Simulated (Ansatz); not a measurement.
The relaxed structure here is a generated cell of Ta2C: the first start was made by a random draw of sites in a space group, and the end was not matched to a known phase here, so it may be hypothetical. Known forms of Ta2C include space group No. 164.

One starting cell of Ta2C (a randomly generated symmetric cell of Ta2C (space group No. 123)) was relaxed twice with Ansatz (plane waves, PAW, scalar-relativistic): with PBEsol at 420 eV and with PBE at 420 eV. The PBEsol result:

```cif
data_CTa2
_chemical_formula_sum 'C1 Ta2'
_space_group_name_H-M_alt 'P4/mmm'
_space_group_IT_number 123
_space_group_name_Hall '-P 4 2'
_cell_length_a 3.05043
_cell_length_b 3.05043
_cell_length_c 4.43613
_cell_angle_alpha 90.000
_cell_angle_beta 90.000
_cell_angle_gamma 90.000
loop_
_atom_site_label
_atom_site_type_symbol
_atom_site_symmetry_multiplicity
_atom_site_Wyckoff_symbol
_atom_site_fract_x
_atom_site_fract_y
_atom_site_fract_z
_atom_site_occupancy
C1 C 1 d 0.50000 0.50000 0.50000 1
Ta1 Ta 1 b 0.00000 0.00000 0.50000 1
Ta2 Ta 1 c 0.50000 0.50000 0.00000 1
```

```tsv
quantity	PBEsol	PBE
space group	P4/mmm	P4/mmm
volume (Å³/atom)	13.76	14.12
a (Å)	3.050	3.075
c (Å)	4.436	4.481
gap (eV, no spin-orbit coupling)	0.00	0.00
```

Both levels end in the same structure; PBE's volume is 2.6 % larger. Neither column is exact.

No spin polarisation in the result.

The run could not lose the symmetry of its start, so the end can be a saddle point.

All atoms sit on sites fixed by symmetry, so only the cell could relax.

Ansatz is a quantum-chemistry and plane-wave program.
